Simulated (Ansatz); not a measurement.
The elements of this relaxed trial crystal are hidden behind letters.

```
lattice vectors (Å)
   3.9359    0.0000    0.0000
  -1.9679    3.4086    0.0000
   0.0000    0.0000   19.4699
fractional positions
X 0.3333 0.6667 0.3300
X 0.3333 0.6667 0.6667
X 0.3333 0.6667 0.0035
X 0.6667 0.3333 0.1667
X 0.6667 0.3333 0.5035
X 0.6667 0.3333 0.8300
Z 0.3333 0.6667 0.1263
Z 0.3333 0.6667 0.7899
Z 0.6667 0.3333 0.2899
Z 0.6667 0.3333 0.6263
Q 0.3333 0.6667 0.4577
Q 0.6667 0.3333 0.9577
```

The calculation used DFT PBE, scalar-relativistic, plane waves, PAW (Ansatz). Cutoff 420 eV, Γ-centred 12×12×2 mesh (12-atom cell), Gaussian smearing of 0.02 eV, no spin polarisation.

| Property | Result |
| --- | --- |
| Space group | P6_3mc (No. 186) |
| Conventional cell | a = 3.936 Å, c = 19.470 Å |
| Volume per atom | 21.77 Å³ |
| Density | 4.40 g/cm³ |
| Energy over the elements | −0.386 eV/atom |
| Gap on the 12×12×2 mesh of the 12-atom cell | 0.90 eV |

Energies are uncorrected and count from the elements' standard states at the same level.

**Question.** X is a p-block element of period 4, Z is a p-block element of period 3 and Q is a p-block element of period 4. Which elements are they?

**Answer.** X = Ga, Z = P, Q = As, so the formula is Ga3AsP2. Density times volume gives a mean mass of 4.40 × 21.77/1.6605 = 57.7 u per atom, and this set has 57.7 u. Around Ga on its first site lie 3 P at 2.40 Å and 1 As at 2.49 Å; P on its first site is surrounded by 4 Ga at 2.39–2.40 Å; around As lie 4 Ga at 2.44–2.49 Å; 3 more sites not described. Other sets within the hints have nearly the same mass, so mass alone doesn't settle it; this one was computed.

Kohn–Sham gaps at this level usually fall short of measured ones. A structure relaxed within its symmetry needn't be a true minimum.
